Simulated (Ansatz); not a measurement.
LaGe: single run (Ansatz)

Launch command:

```bash
ansatz run input.yaml --threads 1 --pin off --max-ram 2560MiB --backend cpu --events-out ev --progress --plain --runs-dir out
```

Input:

```yaml
crystal:
  lattice:
    - [4.620868, 0.0, 0.0]
    - [2.310434, -6.976405, 0.0]
    - [0.0, 0.0, -6.836533]
  atoms:
    - { symbol: Ge, position: [0.40206, 0.19588, 0.44428] }
    - { symbol: Ge, position: [0.59794, 0.80412, 0.94428] }
    - { symbol: Ge, position: [0.59794, 0.80412, 0.55572] }
    - { symbol: Ge, position: [0.40206, 0.19588, 0.05572] }
    - { symbol: La, position: [0.04827, 0.90346, 0.25] }
    - { symbol: La, position: [0.95173, 0.09654, 0.75] }
    - { symbol: La, position: [0.22565, 0.5487, 0.75] }
    - { symbol: La, position: [0.77435, 0.4513, 0.25] }
  symmetry: { tolerance: 0.0003 }
kpoints:
  mp_grid: { grid: [4, 4, 3], shift: [0.5, 0.5, 0.5] }
magnetization:
  spin_polarized: true
scf:
  occupations: { method: fermi_dirac, width: 0.0101 }
hamiltonian:
  pseudopotentials: { kind: paw }
  xc: pbesol
basis:
  ecutwfc: 420
output:
  forces: true
  stress: true
  eigenvalues: true
```

Origin of the cell: a database entry, scaled a little.

Output (shortened):

```
Warning: crystal.symmetry: narrowed to the stabiliser of the k-point mesh — unitary ops 8 → 4; excluded 4 operations that carry a point of the 4×4×3 mesh (shift [0.5, 0.5, 0.5]) off the mesh […]
Pseudopotentials: kind: paw
Pseudopotential: Ge, paw, valence charge 14, recommended cutoff 420 eV (normal), Ge.paw.azcp
Pseudopotential: La, paw, valence charge 11, recommended cutoff 420 eV (normal), La.paw.azcp
Functional definition: PBEsol
  exchange = pbesol_x
  correlation = pbesol_c
Crystal: 8 atoms, lattice volume = 220.390 Å³
Basis set: ecut = 420 eV, 4311 PW (Γ), exchange–correlation on 64×100×96 points (8 copies of the dense FFT grid, shifted against one another)
Bands: 60, of which v1, the nominal top of the filled ones, is band 50 counted from 1 (49 counted from 0)
Symmetry: 4 space group operations
k-points: 16 of 48
[… 4 lines left out …]
Initial density: superposition of atomic densities (chi_scale 0.1, normalization cell, long waves kept (reshape's long-wave potential 0.03 eV rms))
Functional: x = pbesol(κ = 0.804, μ = 0.123457), c = pbesol(β = 0.046)
SCF iter   1: F=—  HF=-41669.032636 eV  Δρ=2.13e-2  dr2=1.02e1  dr2_m=0.00e0  M=0.000 μB ∫|m|=0.000 μB
SCF iter   2: F=—  HF=-41667.421068 eV  Δρ=1.46e-2  dr2=4.86e0  dr2_m=0.00e0  M=0.000 μB ∫|m|=0.000 μB  defer=69
SCF iter   3: F=—  HF=-41656.915872 eV  Δρ=4.18e-2  dr2=4.65e0  dr2_m=1.83e0  M=10.366 μB ∫|m|=10.366 μB  defer=69
SCF iter   4: F=—  HF=-41664.537893 eV  Δρ=2.51e-2  dr2=2.98e-1  dr2_m=1.23e0  M=2.894 μB ∫|m|=2.939 μB  defer=82
SCF iter   5: F=—  HF=-41665.407028 eV  Δρ=1.40e-2  dr2=6.23e-2  dr2_m=3.76e-1  M=1.854 μB ∫|m|=1.938 μB  defer=132
SCF iter   6: F=—  HF=-41666.009773 eV  Δρ=3.63e-3  dr2=3.11e-1  dr2_m=1.21e-2  M=0.659 μB ∫|m|=0.831 μB  defer=141
SCF iter   7: F=—  HF=-41666.001986 eV  Δρ=1.84e-3  dr2=2.30e-2  dr2_m=5.85e-3  M=0.413 μB ∫|m|=0.595 μB  defer=149
SCF iter   8: F=—  HF=-41666.033297 eV  Δρ=1.25e-3  dr2=2.67e-3  dr2_m=2.34e-3  M=0.183 μB ∫|m|=0.320 μB  defer=152
SCF iter   9: F=—  HF=-41666.046831 eV  Δρ=3.57e-4  dr2=4.16e-4  dr2_m=1.78e-4  M=0.101 μB ∫|m|=0.154 μB  defer=152
SCF iter  10: F=—  HF=-41666.048519 eV  Δρ=9.45e-5  dr2=1.13e-4  dr2_m=0.00e0  M=0.000 μB ∫|m|=0.000 μB  defer=75
SCF iter  11: F=—  HF=-41666.048494 eV  Δρ=4.36e-5  dr2=2.09e-5  dr2_m=0.00e0  M=0.000 μB ∫|m|=0.000 μB  defer=75
SCF iter  12: F=—  HF=-41666.048548 eV  Δρ=2.01e-5  dr2=7.46e-6  dr2_m=0.00e0  M=0.000 μB ∫|m|=0.000 μB  defer=75
SCF iter  13: F=—  HF=-41666.048546 eV  Δρ=9.55e-6  dr2=9.59e-7  dr2_m=0.00e0  M=0.000 μB ∫|m|=0.000 μB  defer=75
SCF iter  14: F=—  HF=-41666.048546 eV  Δρ=3.29e-6  dr2=3.42e-7  dr2_m=0.00e0  M=0.000 μB ∫|m|=0.000 μB  defer=75
SCF iter  15: F=-41666.048546 eV  HF=-41666.048546 eV  Δρ=8.82e-7  dr2=6.90e-9  dr2_m=0.00e0  M=0.000 μB ∫|m|=0.000 μB
SCF 1 converged in 15 iterations: F = -41666.048546 eV  dr2 = 6.90e-9
SCF converged after 15 iterations
Magnetization: 0.0000 μB (50.0000 up, 50.0000 down)
Absolute magnetization: 0.0000 μB (∫|ρ↑−ρ↓|)
Spin contamination: 0.0000 ħ² per cell (⟨S²⟩ above its minimum at these occupations)
Per-site moments (μB) at R_I (Å): [(0.0, 1.095766), (0.0, 1.095766), (0.0, 1.095766), (0.0, 1.095766), (0.0, 1.316565), (0.0, 1.316565), (0.0, 1.322411), (0.0, 1.322411)]
Free energy (F): -41666.048546 eV
Harris-Foulkes:  -41666.048546 eV  (|F-HF|=2.19e-9)
Internal energy: -41666.047262 eV  (E = F + TS)
E sigma→0 (E₀):  -41666.047904 eV
Entropy (-TS):   -0.001284 eV (-0.160 meV/atom)
Fermi energy:    10.929996 eV
--- Per-component energies (eV) ---
  E_band       = -622.103104
  E_kinetic    = 1211.570096
  E_local      = -11526.170255  (includes V_loc(G=0)·N_el)
  E_nonlocal   = 2062.987429
  E_hartree    = 4992.375392
  E_xc         = -853.356798
  E_vxc        = -847.889404  (∫ρ·V_xc dr)
  E_paw        = -29227.698307  (= ΣΔE_a)
  E_vpaw       = -1507.351172  (= ΣTr[D̂ρ^β])
  E_aug_tail   = 0.001163  (compensation charges beyond the density's cutoff)
  E_ewald      = -8330.105765
  E_core_change = 4.349783  (= ΣΔE_core)
  E_smearing   = -0.001284  (= −TS)
  Σ components = -41666.048546   (vs F -41666.048546, Δ=0.00e0)
--- Forces (eV/Å), atoms counted from 1 ---
  atom   1  Ge    -0.012152    -0.064579    -0.041643
  atom   2  Ge     0.012152     0.064579    -0.041643
  atom   3  Ge     0.012152     0.064579     0.041643
  atom   4  Ge    -0.012152    -0.064579     0.041643
  atom   5  La    -0.013987    -0.064706     0.000000
  atom   6  La     0.013987     0.064706     0.000000
  atom   7  La    -0.023310    -0.084928     0.000000
  atom   8  La     0.023310     0.084928     0.000000
  max |Σ_I F_I| component: 1.39e-17 eV/Å
--- Stress (GPa, compression-positive) ---
       -4.011041      -0.000303       0.000000
       -0.000303      -3.647608       0.000000
        0.000000       0.000000      -4.383055
  P = ⅓ Tr σ = -4.0139 GPa (-40.139 kbar)
```

Caveats: no spin-orbit coupling, though heavy elements are present; spin is on but no moment was typed; the k mesh is coarse if the cell is a metal; the k mesh keeps only part of the crystal's symmetry.

It ran for 31 s on 1 thread of Intel(R) Xeon(R) Platinum 8488C (Sapphire Rapids) (shared host), peak memory 0.76 GiB, from the program's own first density.
